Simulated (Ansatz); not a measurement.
**Data sheet: LuSb (DFT)**

LuSb:
```cif
data_LuSb
_chemical_formula_sum 'Lu1 Sb1'
_space_group_name_H-M_alt 'P 1'
_space_group_IT_number 1
_cell_length_a 4.24044
_cell_length_b 4.24044
_cell_length_c 4.24044
_cell_angle_alpha 60.000
_cell_angle_beta 60.000
_cell_angle_gamma 60.000
loop_
_space_group_symop_operation_xyz
  'x, y, z'
loop_
_atom_site_label
_atom_site_type_symbol
_atom_site_fract_x
_atom_site_fract_y
_atom_site_fract_z
_atom_site_occupancy
Lu1 Lu 0.00000 0.00000 0.00000 1
Sb1 Sb 0.50000 0.50000 0.50000 1
```

Space group Fm-3m (No. 225), rock salt; conventional cell a = 5.9969 Å, b = 5.9969 Å, c = 5.9969 Å, α = 90.00°, β = 90.00°, γ = 90.00°.

Method: PBEsol in the plane-wave PAW code Ansatz. Geometry: relaxed at this level of theory. Other levels are named where they apply.

**Cell and energy**

| Property | Value |
|---|---|
| Volume per atom | 26.96 Å³ |
| Density | 9.14 g/cm³ |
| Formation energy from the elements (no fitted shifts) | -1.03 eV/atom |

**Electronic structure**

| Quantity | Value |
|---|---|
| Electronic character | metallic (no gap) |
| Density of states at the Fermi level | 0.15 states/eV per atom (mean over ±0.08 eV) |
| Gap with spin–orbit coupling | none (metallic) |

**Mechanics**

| Item | Result |
|---|---|
| Bulk modulus (Birch–Murnaghan fit) | 67.8 GPa |
| Pressure derivative B′ | 4.0 |
| Elastic constants (relaxed ions, GPa) | C11 = 170, C12 = 16.5, C44 = 25.9 |
| Mechanical stability | stable (all eigenvalues of C positive) |
| Hill bulk and shear moduli | 67.6 and 40.7 GPa |
| Young's modulus | 102 GPa |
| Poisson's ratio | 0.25 |
| Debye temperature from the elastic constants | 233 K |

**Phonons**

| Quantity | Value |
|---|---|
| Highest zone-centre frequency | 4.40 THz |
| Zone-centre stability | no imaginary mode at Γ |

The first step of the workflow began from a Materials Project structure, measured or hypothetical; the Crystallography Open Database copy checked does not list it. Whether it is the stable phase at ambient conditions was not checked. Symmetry was held in the PBEsol relaxation. As this level gives no gap, shear constants depend on the k-mesh and smearing (Fermi–Dirac, 0.1 eV here). As this level gives no gap, phonon frequencies hold no LO–TO term and depend on the k-mesh and smearing (Fermi–Dirac, 0.1 eV here). The references are the lowest solids computed at this level, not always the standard phases. Spin–orbit coupling is left out wherever it is not named.

Potentials: the later of the program's two PAW sets.
